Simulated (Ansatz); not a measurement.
Structure: RuClBr as a Janus 1T monolayer, at its r2SCAN minimum. In-plane lattice: a = 3.662 Å, b = 3.662 Å, γ = 120.0°; thickness between the outer nuclei 2.59 Å. Ru is surrounded by 3 Cl at 2.46 Å and 3 Br at 2.50 Å; Cl is surrounded by 3 Ru at 2.46 Å; Br is surrounded by 3 Ru at 2.50 Å.

```xyz
3
Lattice="3.6616 0.0000 0.0000 -1.8308 3.1711 0.0000 0.0000 0.0000 29.9556" Properties=species:S:1:pos:R:3 pbc="T T F"
Ru    0.0000    0.0000    9.0304
Cl    0.0000    2.1141   10.2793
Br    1.8308    1.0570    7.6903
```
Two periodic directions, a and b.

The questions ask for values computed with the PAW code Ansatz on this geometry. Non-magnetic throughout. Whether this structure exists isn't addressed.

Q: What gap does r2SCAN give, and where are the band edges?

A: The r2SCAN gap is direct at Γ–M (0.46 of the way from Γ): 1.60 eV.

Q: Estimate the gap with PBE+SOC on 12×12×1.

A: With PBE+SOC the valence top lies at Γ–M (0.49 of the way from Γ) and the conduction bottom at Γ–M (0.46 of the way from Γ), 1.110 eV higher; the smallest vertical gap, at Γ–M (0.46 of the way from Γ), is 1.112 eV. Least and direct gap differ so little that the kind isn't settled. The gap differs by -0.49 eV from r2SCAN's.

Q: How does the gap change from r2SCAN to PBE0 (6×6×1)?

A: The PBE0 gap is direct at Γ–M (0.46 of the way from Γ): 3.70 eV. The gap differs by +2.10 eV from r2SCAN's.

Q: Roughly how does the cost of the PBE0 run (6×6×1) compare with r2SCAN's (12×12×1)?

A: About 14 times as much (10 core-minutes against 40 core-seconds, on 4 threads of Arm Neoverse V2 (shared host)).

Only the levels marked +SOC include spin-orbit coupling.

Where an edge lies off the special points, it is a point of the mesh or the k point where a search put PBE's edge or least direct gap, reused for the other functionals, whose own edges may lie a little apart.

The meshes of the hybrids are coarse, so their gaps aren't converged to the digits shown.

PBE's own run along the path (1.15 eV) came before the search for the edges and missed one, so it isn't listed.
